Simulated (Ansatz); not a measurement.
Relaxed-ion elastic tensor of Tl (hcp (Mg type), P6_3/mmc) in GPa (Voigt order), plane-wave PAW r²SCAN (Ansatz code); density 11.29 g/cm³, 30.07 Å³ per atom.

```
35.6  30.3  27.4   0.0   0.0   0.0
30.3  35.6  27.4   0.0   0.0   0.0
27.4  27.4  47.5   0.0   0.0   0.0
 0.0   0.0   0.0   7.0   0.0   0.0
 0.0   0.0   0.0   0.0   7.0   0.0
 0.0   0.0   0.0   0.0   0.0   2.6
```

Q: Is the crystal mechanically stable?

A: Yes: the smallest eigenvalue of C is 2.6 GPa.

Q: Work out the Voigt, Reuss and Hill averages.

A: K_V = 32.1, K_R = 31.7, K_H = 31.9; G_V = 5.6, G_R = 4.3, G_H = 4.9 GPa.

Q: Give Young's modulus, Poisson's ratio, Pugh's ratio and the universal anisotropy index.

A: E = 9KG/(3K + G) = 14.1 GPa; ν = 0.43; K/G = 6.48 (ductile by the Pugh limit of 1.75); A_U = 5G_V/G_R + K_V/K_R − 6 = 1.47.

Q: Estimate the sound speeds and the Debye temperature.

A: v_l = √((K + 4G/3)/ρ) = 1850 m/s, v_t = √(G/ρ) = 661 m/s, mean 751 m/s; Θ = (h/k)(3n/4πV)^(1/3) v_m = 71.9 K.

Q: How much does each axis shrink under pressure?

A: Linear compressibilities β_i = Σ_j S_ij (j = 1 to 3): x 12, y 12, z 6.8 per TPa.

Symmetry was held in the r²SCAN relaxation; of distortions, only those at the zone centre were tested. As this level gives no gap, shear constants depend on the k-mesh and smearing (Fermi–Dirac, 0.1 eV here). Scalar-relativistic: spin–orbit coupling is off unless named, which matters more the heavier the elements.

Potentials: the later of the program's two PAW sets.
